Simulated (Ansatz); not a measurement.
YN:
```yaml
crystal:
  lattice:
    - [0.00000, 2.44785, 2.44785]
    - [2.44785, 0.00000, 2.44785]
    - [2.44785, 2.44785, 0.00000]
  atoms:
    - { symbol: Y, position: [0.00000, 0.00000, 0.00000] }
    - { symbol: N, position: [0.50000, 0.50000, 0.50000] }
```

Relaxed with r²SCAN.

Map the electron localisation function on the plane through (0.000, 0.000, 0.000) spanned by u = [1, 0, 0] and v = [0, 1, -1] in lattice vectors, from the program Ansatz at the r²SCAN level (PAW).

x is the fraction of u, y of v (the angle between them is 90°; rows are the nearest grid lines); atoms in the plane: Y at (0.00, 0.00), N at (0.50, 0.50).
```
|-+@@@=      =@@@+-|
|+#@@%-      -%@@#+|
|@@@@#. .--. .#@@@@|
|@@@%- .=**=. -%@@@|
|@%#-..+%%%%+..-#%@|
|=-. .+%@@@@%+. .-=|
|   .+%@@%%@@%+.   |
|  .=%@@#++#@@%=.  |
|  -*%@%+  +%@%*-  |
|  -*%@%+  +%@%*-  |
|  .=%@@#++#@@%=.  |
|   .+%@@%%@@%+.   |
|=-. .+%@@@@%+. .-=|
|@%#-..+%%%%+..-#%@|
|@@@%- .=**=. -%@@@|
|@@@@#. .--. .#@@@@|
|+#@@%-      -%@@#+|
|-+@@@=      =@@@+-|
```
Scale: ten equal steps from 0.051 (start of ' ') to 0.861 (end of '@'), in the order ' .:-=+*#%@'; x runs from 0.000 to 1.00, y from 0.000 (bottom) to 1.00 (top).

The density is the valence pseudo-density with augmentation charge, so density and ELF within about 1 Å of a nucleus are not all-electron values.

Space group Fm-3m (rock salt). Symmetry was held in the r²SCAN relaxation. No spin polarisation was allowed.

Potentials: the later of the program's two PAW sets.
